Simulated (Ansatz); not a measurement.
Given:

GaCo:
```cif
data_CoGa
_chemical_formula_sum 'Ga1 Co1'
_space_group_name_H-M_alt 'Pm-3m'
_space_group_IT_number 221
_space_group_name_Hall '-P 4 2 3'
_cell_length_a 2.88146
_cell_length_b 2.88146
_cell_length_c 2.88146
_cell_angle_alpha 90.000
_cell_angle_beta 90.000
_cell_angle_gamma 90.000
loop_
_atom_site_label
_atom_site_type_symbol
_atom_site_symmetry_multiplicity
_atom_site_Wyckoff_symbol
_atom_site_fract_x
_atom_site_fract_y
_atom_site_fract_z
_atom_site_occupancy
Ga1 Ga 1 b 0.50000 0.50000 0.50000 1
Co1 Co 1 a 0.00000 0.00000 0.00000 1
```

This is the PBE-relaxed structure.

All from PBE in the plane-wave PAW code Ansatz, unless another level is named. Estimate the formation energy from the elements (no fitted shifts).

-0.26 eV/atom.

And the density of states at the Fermi level?

0.50 states/eV per atom (mean over ±0.08 eV).

What about the gap with spin–orbit coupling?

none (metallic).

The PBE relaxation kept the symmetry of its start. The workflow began spin-polarised and lost its moments. The cell computed holds one magnetic atom, so no antiferromagnetic order was within reach. The references are the lowest solids computed at this level, not always the standard phases. Scalar-relativistic: spin–orbit coupling is off unless named, which matters more the heavier the elements.

Potentials: the later of the program's two PAW sets.
